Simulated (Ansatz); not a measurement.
This run works on a generated trial structure, not on a known crystal.

Input and command of a plane-wave DFT calculation in Ansatz:

```yaml
crystal:
  lattice:
    - [3.6011485124, -0.1809222657, -0.0317218421]
    - [0.2654117482, 3.5952047646, -0.065573508]
    - [0.8666102066, 0.8101722704, 5.0113965632]
  atoms:
    - { symbol: Hg, position: [0.2837173954, 0.309940266, 0.2011714962] }
    - { symbol: Hg, position: [0.9129492178, 0.9392808817, 0.6309946631] }
    - { symbol: O, position: [0.4333720069, 0.7896582023, 0.9161191906] }
basis:
  ecutwfc: 420
kpoints:
  mp_grid: { grid: [10, 10, 8] }
hamiltonian:
  xc: pbe
scf:
  occupations: { method: gaussian, width: 0.1 }
output:
  forces: true
  stress: true
  eigenvalues: true
relax:
  adjacent_minimum: "off"
  f_tol: 0.01
  max_steps: 30
  cell: { stress_tol: 0.1, fix: [volume] }
```

```bash
ansatz run input.yaml --threads 1 --pin off --max-ram 2560MiB --backend cpu --events-out ev --progress --plain --runs-dir out
```

Processor: Arm Neoverse V1, 1 thread, on a host shared with other jobs.

**Question.** Estimate time, memory and problem size.

**Answer.** About 5.2 min, peak memory 0.85 GiB. It solves 28 bands at 404 k points (after reduction by symmetry) with about 1267 plane waves, in 30 SCF iterations over 5 ionic steps.
